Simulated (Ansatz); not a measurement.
A geometry of TiB₂ away from equilibrium: step 3 of the relaxation of a relaxed TiB2 cell displaced along its unstable phonon at q = (½, ½, ½) of its primitive reciprocal cell (314i cm⁻¹), largest move 0.15 Å. These are r2SCAN (plane waves to 500 eV, PAW, scalar-relativistic; Ansatz, a quantum-chemistry and plane-wave program) values and carry that method's errors. Γ-centred k-mesh 14×14×14 on the run's cell (coarser than for final values), Fermi–Dirac smearing 0.05 eV. The plane waves were selected for a different cell earlier on the path.

```yaml
crystal:
  lattice:
    - [-3.16450, 3.23288, 5.74333]
    - [0.00000, 0.00000, 5.74333]
    - [0.00000, 3.23288, 0.00000]
  atoms:
    - { symbol: Ti, position: [0.00000, 0.00000, 0.85437] }
    - { symbol: Ti, position: [0.50000, 0.00000, 0.14563] }
    - { symbol: B, position: [0.00000, 0.36164, 0.14032] }
    - { symbol: B, position: [0.50000, 0.36164, 0.85968] }
    - { symbol: B, position: [0.00000, 0.63836, 0.14032] }
    - { symbol: B, position: [0.50000, 0.63836, 0.85968] }
```

Task: Give the Cartesian forces on all atoms (eV/Å).

Result: 
```csv
atom,Fx,Fy,Fz
Ti1,0.00,-1.82,0.00
Ti2,0.00,1.82,0.00
B3,0.00,1.56,-2.29
B4,0.00,-1.56,-2.29
B5,0.00,1.56,2.29
B6,0.00,-1.56,2.29
```

The path ends in P6/mmm (No. 191) (AFLOW prototype AB2_hP3_191_a_d (C32, as in AlB2)). No spin polarisation in the result.

The run could not lose the symmetry of its start.

Of the parent cell (I4/mmm (No. 139)): it is a generated cell of TiB2: the first start was made by placing the elements on the sites of a structure type, and the end was not matched to a known phase here, so it may be hypothetical. Known forms of TiB2 include space group No. 191.

The first start was generated by placing the elements on the sites of a structure type. A measured structure of TiB2 has the same space group, P6/mmm (No. 191); the sites were not compared with it.
